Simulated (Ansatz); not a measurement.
BaSnF$_{4}$:
Space group P4/nmm, origin choice 1 (No. 129); a = b = 4.254 Å, c = 10.572 Å, α = β = γ = 90.00°

```json
[
 {"atom": "Ba", "site": "2c", "symmetry": "4mm", "x": "0.5000", "y": "0.0000", "z": "0.3641"},
 {"atom": "Sn", "site": "2c", "symmetry": "4mm", "x": "0.0000", "y": "0.5000", "z": "0.1186"},
 {"atom": "F", "site": "4f", "symmetry": "2mm.", "x": "0.0000", "y": "0.0000", "z": "0.1818"},
 {"atom": "F", "site": "2b", "symmetry": "-4m2", "x": "0.5000", "y": "0.5000", "z": "0.5000"},
 {"atom": "F", "site": "2c", "symmetry": "4mm", "x": "0.0000", "y": "0.5000", "z": "0.3143"}
]
```

Relaxed with LDA.

Question: Which orbitals make up the states near the band edges in DFT-LDA in the program Ansatz with PAW potentials?

Answer: Top 1 eV of the valence band: Sn 5s 43 %, F 2p 37 %, Sn 5p 17 %. Bottom 1 eV of the conduction band: Sn 5p 72 %, F 2p 12 %, F 2s 7 %. Projections are on Löwdin-orthogonalised atomic valence shells; empty p or d shells of many metals are not among them.

Question: Tabulate the density of states.

Answer: States/eV per cell of 12 atoms, in 0.25 eV bins, energy from the valence-band maximum.

```csv
E (eV),total,F 2p,Sn 5p,Sn 5s
-7.85,1.91,1.12,0.03,0.70
-7.60,2.10,1.24,0.04,0.74
-7.35,2.37,1.41,0.05,0.82
-7.10,3.45,2.04,0.07,1.19
-6.85,2.41,1.44,0.07,0.79
-6.60,1.42,0.87,0.07,0.43
-6.35,0.95,0.58,0.07,0.26
-6.10,0.52,0.33,0.05,0.12
-5.85,0.15,0.11,0.02,0.01
-5.60,4.00,3.33,0.57,0.01
-5.35,4.31,3.54,0.59,0.08
-5.10,3.27,2.61,0.48,0.10
-4.85,3.98,3.16,0.55,0.15
-4.60,5.57,4.68,0.56,0.15
-4.35,12.27,11.05,0.53,0.14
-4.10,21.62,19.90,0.52,0.12
-3.85,12.26,11.72,0.12,0.04
-3.60,13.43,12.90,0.11,0.05
-3.35,12.71,12.03,0.11,0.04
-3.10,9.14,8.50,0.06,0.11
-2.85,20.54,19.24,0.20,0.10
-2.60,15.04,13.98,0.14,0.08
-2.35,21.64,20.55,0.11,0.09
-2.10,15.83,15.02,0.09,0.04
-1.85,0.39,0.37,0.00,0.00
-1.60,0.01,0.00,0.00,0.00
-1.35,0.75,0.46,0.09,0.16
-1.10,1.71,0.97,0.25,0.41
-0.85,2.06,1.01,0.38,0.61
-0.60,2.29,0.94,0.48,0.82
-0.35,3.21,1.11,0.63,1.40
-0.10,5.98,1.98,0.82,3.03
0.15,0.00,0.00,0.00,0.00
0.40,0.00,0.00,0.00,0.00
0.65,0.00,0.00,0.00,0.00
0.90,0.00,0.00,0.00,0.00
1.15,0.00,0.00,0.00,0.00
1.40,0.00,0.00,0.00,0.00
1.65,0.00,0.00,0.00,0.00
1.90,0.00,0.00,0.00,0.00
2.15,0.00,0.00,0.00,0.00
2.40,0.00,0.00,0.00,0.00
2.65,0.00,0.00,0.00,0.00
2.90,0.00,0.00,0.00,0.00
3.15,0.00,0.00,0.00,0.00
3.40,0.49,0.05,0.38,0.00
3.65,0.83,0.09,0.63,0.01
3.90,1.71,0.20,1.25,0.05
4.15,3.91,0.49,2.74,0.17
4.40,2.15,0.26,1.46,0.13
4.65,1.95,0.24,1.32,0.12
4.90,1.75,0.23,1.15,0.14
5.15,3.34,0.42,2.19,0.28
5.40,3.91,0.53,2.55,0.32
5.65,2.72,0.33,1.89,0.13
5.90,2.11,0.20,1.49,0.05
6.15,2.67,0.23,1.80,0.07
6.40,1.88,0.14,1.09,0.02
6.65,4.36,0.24,1.57,0.06
6.90,5.05,0.21,1.17,0.04
7.15,8.41,0.36,1.91,0.05
7.40,6.78,0.32,1.45,0.06
7.65,9.53,0.43,2.04,0.07
7.90,8.84,0.32,1.27,0.04
8.15,11.67,0.39,1.46,0.05
```

The first step of the workflow began from a Materials Project structure, measured or hypothetical; the Crystallography Open Database copy checked does not list it. Whether it is the stable phase at ambient conditions was not checked. The LDA relaxation kept the symmetry of its start; whether a distortion lowers the energy is not shown. A crystal of weakly bound layers computed without a dispersion correction: the cell and the soft elastic constants depend strongly on that. Spin–orbit coupling is left out wherever it is not named.

Potentials: the later of the program's two PAW sets.
